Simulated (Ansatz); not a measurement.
Ansatz (a program for electronic structure) input:

Ansatz 0.2 input:
```yaml
crystal:
  lattice:
    - [0.0, 2.8922907699, 2.8922907699]
    - [2.8922907699, 0.0, 2.8922907699]
    - [2.8922907699, 2.8922907699, 0.0]
  atoms:
    - { symbol: Ni, position: [0.0, 0.0, 0.0] }
    - { symbol: Ni, position: [0.25, 0.25, 0.25] }
    - { symbol: Al, position: [0.5, 0.5, 0.5] }
    - { symbol: Al, position: [0.75, 0.75, 0.75] }
kpoints:
  mp_grid: { grid: [12, 12, 12] }
hamiltonian:
  xc: r2scan
  pseudopotentials: { azcp: { folder: ./paw }, kind: paw }
scf:
  occupations: { method: gaussian, width: 0.1 }
checkpoint: { read: metal.run }
output: { write_density: true, elf: true, volumetric_format: npy }
basis: { fft_grid_basis: typed }
```

Output (shortened):

```
Pseudopotential: Ni, paw, valence charge 18
Pseudopotential: Al, paw, valence charge 3
Functional definition: r2SCAN
Crystal: 4 atoms, lattice volume = 48.390 Å³
Basis set: ecut = 500 eV, 1243 PW (Γ), exchange–correlation on 120×120×120 points (64 copies of the dense FFT grid, shifted against one another)
Bands: 26, of which v1, the nominal top of the filled ones, is band 21 counted from 1 (20 counted from 0)
Symmetry: 48 space group operations
Space group: Fd-3m (ITA 227), of the structure as read, at distance tolerance 3.6e-5 Å
k-points: 72 of 1728
Stability of the state it starts from, as read at its close in the unpolarized treatment …
iter 1 solved again at ethr=1.51e-7 eV; its pass at ethr=3.10e-3 eV (dr2=6.35e-5 eV) is discarded
SCF iter   1: F=—  HF=-12772.769035 eV  |F-HF|=—  |Δ(HF+E_count)|=         —  Δρ=2.23e-7  dr2=1.35e-11  dr2_τ=1.09e-12  ethr=1.51e-7  ⟨swp⟩=3.0  Hψ=12852  notcnv=0
preconditioner: auto → Kerker (q_TF=auto, 2.665 Å⁻¹)
SCF iter   2: F=-12772.769035 eV  HF=-12772.769035 eV  |F-HF|=2.36e-11  |Δ(HF+E_count)|=   2.28e-9  Δρ=3.03e-7  dr2=2.60e-11  dr2_τ=8.93e-13  ethr=1.00e-12  ⟨swp⟩=6.7  Hψ=8305  notcnv=0
SCF 1 converged in 2 iterations: F = -12772.769035 eV  dr2 = 2.60e-11
SCF converged after 2 iterations
Free energy (F): -12772.769035 eV
Harris-Foulkes:  -12772.769035 eV  (|F-HF|=2.36e-11)
Internal energy: -12772.761569 eV  (E = F + TS)
E sigma→0 (E₀):  -12772.765302 eV
Entropy (-TS):   -0.007466 eV (-1.866 meV/atom)
Fermi energy:    13.603155 eV
--- Per-component energies (eV) ---
  E_band       = -724.842223
  E_kinetic    = 733.540691
  E_local      = -7867.731100  (includes V_loc(G=0)·N_el)
  E_nonlocal   = -207.807070
  E_hartree    = 4128.003336
  E_xc         = -290.423448
  E_vxc        = -388.276253  (∫ρ·V_xc dr)
  E_paw        = -4293.714403  (= ΣΔE_a)
  E_vpaw       = -1275.310534  (= ΣTr[D̂ρ^β])
  E_aug_tail   = 0.000957  (compensation charges beyond the density's cutoff)
  E_vtau       = 24.733850  (kinetic-family band-sum trace: ∫τ·v_τ [+ j·A + Jᵃ·Aᵃ] dr)
  E_ewald      = -4973.910181
  E_core_change = -0.720351  (= ΣΔE_core)
  E_smearing   = -0.007466  (= −TS)
  E_closure    =  0.000000  (closes the sum)
  Σ components = -12772.769035   (vs F -12772.769035, Δ=0.00e0)
  [band-id]    e_kinetic+e_local+e_nonlocal+2·e_hartree+e_vxc+e_vpaw+e_augmentation_tail+e_vtau = -724.842787   (vs E_band -724.842223, Δ=-5.64e-4)
--- Band table (eV; the first three rows and the last of 72) ---
  k-point 0: bands = ["-93.1628", "-93.1419", "-52.0938", "-52.0938", "-52.0938", "-52.0335", "-52.0335", "-52.0335", "1.7943", "10.4279", "10.4279", "10.4279", "10.4593", "10.4593", "10.8793", "10.8793", "10.8793", "12.6780", "12.6780", "15.8993", "15.8993", …
  k-point 1: bands = ["-93.1626", "-93.1422", "-52.0942", "-52.0942", "-52.0936", "-52.0337", "-52.0331", "-52.0331", "1.8931", "10.2396", "10.2396", "10.2852", "10.6545", "10.6545", "10.7956", "10.8892", "10.8892", "12.6732", "12.6732", "15.2678", "15.8115", …
  k-point 2: bands = ["-93.1618", "-93.1430", "-52.0953", "-52.0953", "-52.0929", "-52.0345", "-52.0320", "-52.0320", "2.1878", "9.7067", "10.0450", "10.0450", "10.7148", "10.8623", "10.8623", "10.9314", "10.9314", "12.6566", "12.6566", "14.3222", "15.6384", …
  k-point 71: bands = ["-93.1524", "-93.1524", "-52.1050", "-52.1050", "-52.0638", "-52.0638", "-52.0226", "-52.0226", "6.5075", "6.5075", "8.0741", "8.0741", "10.8048", "10.8048", "11.2144", "11.2144", "12.0922", "12.0922", "12.3940", "12.3940", "12.6032", …
```

Cost: around 6 core-seconds (rough) on shared cores.

The start of the workflow was typed in or built on a structure type; neither database checked (COD, Materials Project) lists it. It is not the phase usual at ambient conditions (space group No. 221). Symmetry was held in the r²SCAN relaxation. At this level the phase is mechanically unstable. The run is not spin-polarised.

Potentials: the earlier of the program's two PAW sets.

Ansatz is a plane-wave DFT program.
